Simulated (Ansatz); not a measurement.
GaN (wurtzite)

```
CELL_PARAMETERS angstrom
      3.21838     0.00000     0.00000
     -1.60919     2.78720     0.00000
      0.00000     0.00000     5.24320
ATOMIC_POSITIONS crystal
  Ga 0.66667 0.33333 0.00096
  Ga 0.33333 0.66667 0.50096
  N  0.66667 0.33333 0.62424
  N  0.33333 0.66667 0.12424
```

A phonon eigenvector at Γ is frozen into this cell: atom i moves by Q times the vector below, so Q is the largest atomic displacement, in Å. The cell is held.

```json
[
 {"atom": "Ga1", "x": "0.000", "y": "0.000", "z": "-0.201"},
 {"atom": "Ga2", "x": "0.000", "y": "0.000", "z": "-0.201"},
 {"atom": "N3", "x": "0.000", "y": "0.000", "z": "1.000"},
 {"atom": "N4", "x": "0.000", "y": "0.000", "z": "1.000"}
]
```

Method: PBE (plane waves to 420 eV, PAW, scalar-relativistic; Ansatz, a program for electronic structure). k mesh 12×12×6 (Γ-centred), Fermi-Dirac smearing 0.05 eV. E stands for the smeared free energy. GaN was relaxed with its symmetry unable to fall. ΔE is measured from the undisplaced structure.

Task: What ΔE (eV/cell) and −dE/dQ from forces (eV/Å) does the calculation give at Q (Å) = -0.280, -0.093, -0.047, 0.187, 0.280?

Result: 
```
Q (Å)   ΔE (eV/cell)  −dE/dQ from forces (eV/Å)
------  ------------  -------------------------
-0.280         0.635                      2.886
-0.093         0.110                      2.116
-0.047         0.031                      1.243
0.187          0.805                    -10.343
0.280          2.217                    -20.739
```

(A displaced cell: forces are minus the slopes of the energy, force constants its curvatures, and phonons follow from these.)
